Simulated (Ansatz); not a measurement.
Values for one crystal, relaxed and computed with DFT-r²SCAN in the program Ansatz with PAW potentials; other levels are named.

- Volume per atom = 16.68 Å³
- Band gap = 1.68 eV (indirect)
- Valence-band maximum = at M
- Bulk modulus (Birch–Murnaghan fit) = 22.5 GPa
- Conduction-band minimum = on the Γ–A line, 4 % of the way from Γ (2 equivalent valleys)
- Pressure derivative B′ = 7.9
- Formation energy from the elements (no fitted shifts) = -1.07 eV/atom

Problem. Pick the material that matches.
(A) Ce2SeN2, P-3m1 (Ce on 2d, Se on 1a, N on 2d)
(B) Co2Li7Nb7O24, P1 (Pearson symbol aP40)
(C) HfO2, P4_2/nmc (Hf on 2a, O on 4d)
(D) RbFeSe2O8, P-3m1 (Pearson symbol hP12)

Solution. D, RbFeSe2O8, P-3m1 (Pearson symbol hP12)

The workflow started from a Materials Project entry (that database holds measured and hypothetical structures alike); the Crystallography Open Database copy checked does not list it. Whether it is the stable phase at ambient conditions was not checked. Symmetry was held in the r²SCAN relaxation; whether a distortion lowers the energy is not shown. The final state is ferromagnetic, the only order run, not a proven ground state. The cell computed holds one magnetic atom, so no antiferromagnetic order was within reach. Other orbital occupations within this spin state were not tried. No Hubbard U is applied. The references are the lowest solids computed at this level, not always the standard phases (solids in place of the gases). Scalar-relativistic: spin–orbit coupling is off unless named, which matters more the heavier the elements.

Potentials: the later of the program's two PAW sets.
